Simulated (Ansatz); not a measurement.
Method: DFT PBE, scalar-relativistic, plane waves, PAW in Ansatz 0.2.0. The final run on the 12-atom cell used 420 eV, a Γ-centred 6×6×4 mesh, 0.02 eV smearing and no spin polarisation.

The zero of energy is the elements' standard structures at the same level; no fitted shifts are applied.

Task: Propose a candidate for a trigonal semiconductor with formula Zn₅CdS₆, with a gap near 1.8 eV, a formation energy near −0.79 eV/atom and a density near 4.15 g/cm³, in a cell of 12 atoms. Its symmetry should be P31m (No. 157).

Result: Zn₅CdS₆, space group P31m (No. 157). Zn on a site of symmetry m has 4 S at 2.36–2.38 Å; around Zn on a site of symmetry 3 lie 4 S at 2.34–2.37 Å; Cd is surrounded by 4 S at 2.54–2.56 Å; around S on a site of symmetry m lie 3 Zn at 2.34–2.36 Å and 1 Cd at 2.54 Å; 2 more sites not described.

```
Zn Cd S
1.0
     6.75848    0.00000    0.00000
    -3.37924    5.85302    0.00000
     0.00000    0.00000    6.38718
Zn Cd S
5 1 6
Cartesian
  4.4643 0.0000 6.3846
  1.1471 1.9868 6.3846
  -2.2322 3.8662 6.3846
  3.3792 1.9510 3.1960
  0.0000 3.9020 3.1960
  0.0000 0.0000 3.1982
  4.3619 0.0000 2.3566
  1.1983 2.0755 2.3566
  -2.1810 3.7775 2.3566
  0.0000 0.0000 5.7532
  3.3792 1.9510 5.5636
  0.0000 3.9020 5.5636
```

The volume per atom is 21.06 Å³, the density is 4.15 g/cm³ and the formation energy is −0.787 eV/atom. The gap on the 6×6×4 mesh of the 12-atom cell is 1.84 eV.

It was reached by relaxing an invented guess, and it needn't be the stable form of this composition. Other answers may fit too; this one was computed.

Kohn–Sham gaps at this level usually fall short of measured ones. The reference form of S is held partly by dispersion forces, which this level lacks. A later test with randomly moved atoms came back to the same energy, though modes that don't fit the test's cell weren't probed.
